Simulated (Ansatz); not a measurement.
The relaxed structure here is a generated cell of CdAu: the first start was made by placing the elements on the sites of a structure type, and the end was not matched to a known phase here, so it may be hypothetical.

A relaxed cell of CdAu (Cmcm (No. 63)), relaxed on a k-mesh at least as fine as the one used below. Level of theory: PBEsol (plane waves to 420 eV, PAW, scalar-relativistic; Ansatz, a first-principles code). Γ-centred k-mesh 11×6×7 on the run's cell (coarser than for final values), Fermi–Dirac smearing 0.05 eV.

```xyz
8
Lattice="1.4949 -5.4633 0.0000 2.9897 10.9265 0.0000 0.0000 0.0000 4.5445" Properties=species:S:1:pos:R:3 pbc="T T T"
Au     1.4949    -0.8582     1.1361
Au     2.9897     4.6051     1.1361
Au     1.4949     0.8582     3.4083
Au     2.9897     6.3214     3.4083
Cd     1.4949    -3.6889     1.1361
Cd     2.9897     1.7744     1.1361
Cd     1.4949     3.6889     3.4083
Cd     2.9897     9.1521     3.4083
```

The atoms are displaced by (Å):

```json
[
 {"atom": "Au1", "ux": "-0.127", "uy": "-0.058", "uz": "-0.108"},
 {"atom": "Au2", "ux": "0.002", "uy": "0.035", "uz": "-0.096"},
 {"atom": "Au3", "ux": "-0.068", "uy": "0.107", "uz": "-0.138"},
 {"atom": "Au4", "ux": "0.027", "uy": "0.126", "uz": "-0.046"},
 {"atom": "Cd5", "ux": "0.076", "uy": "0.053", "uz": "-0.200"},
 {"atom": "Cd6", "ux": "0.019", "uy": "-0.033", "uz": "0.094"},
 {"atom": "Cd7", "ux": "0.000", "uy": "0.171", "uz": "0.099"},
 {"atom": "Cd8", "ux": "0.097", "uy": "-0.021", "uz": "-0.077"}
]
```

### Question
What forces (eV/Å) and pressure result?

### Answer
```json
[
 {"atom": "Au1", "Fx": "0.35", "Fy": "0.83", "Fz": "0.62"},
 {"atom": "Au2", "Fx": "0.13", "Fy": "0.04", "Fz": "0.68"},
 {"atom": "Au3", "Fx": "0.19", "Fy": "-0.32", "Fz": "0.21"},
 {"atom": "Au4", "Fx": "-0.11", "Fy": "-0.81", "Fz": "-0.02"},
 {"atom": "Cd5", "Fx": "-0.18", "Fy": "-0.17", "Fz": "0.66"},
 {"atom": "Cd6", "Fx": "0.05", "Fy": "0.25", "Fz": "-0.86"},
 {"atom": "Cd7", "Fx": "0.27", "Fy": "-0.21", "Fz": "-1.07"},
 {"atom": "Cd8", "Fx": "-0.69", "Fy": "0.39", "Fz": "-0.24"}
]
```

Pressure +2.4 GPa.

### Question
Estimate the energy cost of the displacement in the harmonic approximation and compare with the calculation.

### Answer
For a harmonic well ΔE = −½ Σ F·u = 0.424 eV a cell, or 53 meV/atom. The calculated energy relative to the undisplaced cell is +0.05 eV/atom, so the harmonic estimate holds well.

No spin polarisation in the result.

The run that gave the undisplaced cell could not lose the symmetry of its start, so the end can be a saddle point.
